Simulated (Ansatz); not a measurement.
MgO (rock salt, Fm-3m), PBEsol (plane waves, PAW; program Ansatz). The conduction-band minimum lies at Γ, with 1 equivalent valley. Second derivatives d²E/dk² of the lowest band at one valley (eV·Å²), along Cartesian directions:

```json
[
 {"direction": "[100]", "d²E/dk²": "22.37"},
 {"direction": "[010]", "d²E/dk²": "22.37"},
 {"direction": "[001]", "d²E/dk²": "22.37"},
 {"direction": "[110]", "d²E/dk²": "22.37"},
 {"direction": "[101]", "d²E/dk²": "22.37"},
 {"direction": "[011]", "d²E/dk²": "22.37"}
]
```

Problem. Find the principal effective masses, the density-of-states mass and the conductivity mass.

Solution. Off-diagonal terms follow from H_xy = H[110] − (H_xx + H_yy)/2, and m*/mₑ = 7.620 eV·Å² over each eigenvalue: 0.34, 0.34, 0.34. One valley's DOS mass (m₁m₂m₃)^(1/3) = 0.34, conductivity mass 3/(Σ 1/mᵢ) = 0.34 mₑ.

Problem. What effective density of states Nc follows at 300 K for parabolic valleys?

Solution. Nc = 2.509e19 × 1 × (0.34)^(3/2) ≈ 5.0e18 cm⁻³.

Problem. With the computed static dielectric constant 10.4 (mean of the diagonal), estimate a hydrogenic donor's binding energy and radius.

Solution. E = 13.606 eV × 0.34/10.4² ≈ 43 meV; a = 0.529 Å × ε/m* ≈ 16 Å. Semilocal masses tend to be too small where the gap is.

Problem. With ε∞ = 3.25 and ω_LO = 692 cm⁻¹, what Fröhlich coupling constant follows?

Solution. α = (1/ε∞ − 1/ε0) √(m* × 13.606 eV/ħω_LO) = 1.6.

The PBEsol relaxation kept the symmetry of its start; phonons on a q-mesh show no instability. The volume moved by -33 % from the start of the relaxation.

Potentials: the later of the program's two PAW sets.
